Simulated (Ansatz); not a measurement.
Starting cell, ZrB2 (AlB2 type, space group P6/mmm):

```yaml
crystal:
  lattice:
    - [3.17143, 0.00000, 0.00000]
    - [-1.58571, 2.74654, 0.00000]
    - [0.00000, 0.00000, 7.08264]
  atoms:
    - { symbol: Zr, position: [0.00000, 0.00000, 0.00000] }
    - { symbol: Zr, position: [0.00000, 0.00000, 0.50000] }
    - { symbol: B, position: [0.33333, 0.66667, 0.25000] }
    - { symbol: B, position: [0.33333, 0.66667, 0.75000] }
    - { symbol: B, position: [0.66667, 0.33333, 0.25000] }
    - { symbol: B, position: [0.66667, 0.33333, 0.75000] }
```

The atoms are displaced by Q × the pattern below (from a DFPT mode at A = (0.0, 0.0, 0.5), largest move 1; Q in Å), at fixed cell. (q is in reciprocal vectors of the primitive cell; the cell shown is doubled to hold the pattern.)

```tsv
atom	x	y	z
B3	0.000	0.000	-1.000
B4	0.000	0.000	1.000
B5	0.000	0.000	1.000
B6	0.000	0.000	-1.000
```

Atoms not listed stay in place.

The numbers are results of PBE (plane waves to 420 eV, PAW, scalar-relativistic; Ansatz, a first-principles code), not measurements. k mesh 17×17×7 (Γ-centred), Fermi-Dirac smearing 0.05 eV. With partly filled bands, energies and forces of such displacements shift with the k mesh and the smearing. ZrB2 is run without spin polarisation. ZrB2 was relaxed with its symmetry unable to fall.

At one point of the scan the forces (eV/Å) are:

| atom | Fx | Fy | Fz |
|---|---|---|---|
| Zr1 | 0.000 | 0.000 | 0.000 |
| Zr2 | 0.000 | 0.000 | 0.000 |
| B3 | 0.000 | 0.000 | -0.502 |
| B4 | 0.000 | 0.000 | 0.502 |
| B5 | 0.000 | 0.000 | 0.502 |
| B6 | 0.000 | 0.000 | -0.502 |

Task: Which point is it?
(A) Q = -0.100 Å
(B) Q = -0.083 Å
(C) Q = -0.067 Å
(D) Q = -0.033 Å

Result: D, Q = -0.033 Å

(A displaced cell: forces are minus the slopes of the energy, force constants its curvatures, and phonons follow from these.)
